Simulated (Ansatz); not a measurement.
**Notes on Zr$_{6}$Al$_{2}$Si**

```
CELL_PARAMETERS angstrom
8.08611 0.00000 0.00000
-4.04305 7.00278 0.00000
0.00000 0.00000 3.43047
ATOMIC_POSITIONS crystal
Zr 0.25310 0.00000 0.50000
Zr 0.74690 0.74690 0.50000
Zr 0.00000 0.25310 0.50000
Al 0.33330 0.66670 0.50000
Al 0.66670 0.33330 0.50000
Si 0.00000 0.00000 0.00000
Zr 0.60350 0.00000 0.00000
Zr 0.39650 0.39650 0.00000
Zr 0.00000 0.60350 0.00000
```

Method: PBE, no spin polarisation; PAW, plane waves to 420 eV, 5×5×10 Γ-centred mesh, fermi-dirac occupations (width 0.1 eV) (Ansatz 0.2.0), atoms fixed.

Problem. Is the cell too large or too small?

Solution. The pressure is -2.9 GPa (compression positive), so with the atoms held at these fractions the cell would first shrink; the forces are large, so a full relaxation may end otherwise. The principal stresses -5.8, -5.8, 3.0 GPa differ, so its shape would change too.

Problem. Is it stable against the elements?

Solution. -0.40 eV an atom against the elements' usual phases (free molecules for gases, crystals otherwise, with no correction for O₂ or N₂), so it is bound against them; other compounds may still compete. Relaxing would lower it.

Problem. What happens at the Fermi level?

Solution. It is a metal, with about 9.9 states/eV a cell as the mean within 0.25 eV of the Fermi level, mostly Zr d (77 %).

Problem. Which atom feels the largest force, and which way?

Solution. The largest is on Zr2 (and as large on other atoms): 0.81 eV/Å, components (-0.41, -0.70, 0.00). It makes 140° with the line to a nearest neighbour, Si6 at 2.67 Å, pointing away from it.

Problem. Which element gives electrons and which takes them?

Solution. Bader charges in e: Zr +0.68 to +0.71, Al -1.17, Si -1.81. In the mean Zr gives up most and Si takes most.

Origin: a known structure type with other elements, at an estimated volume, so it need not be a known compound.
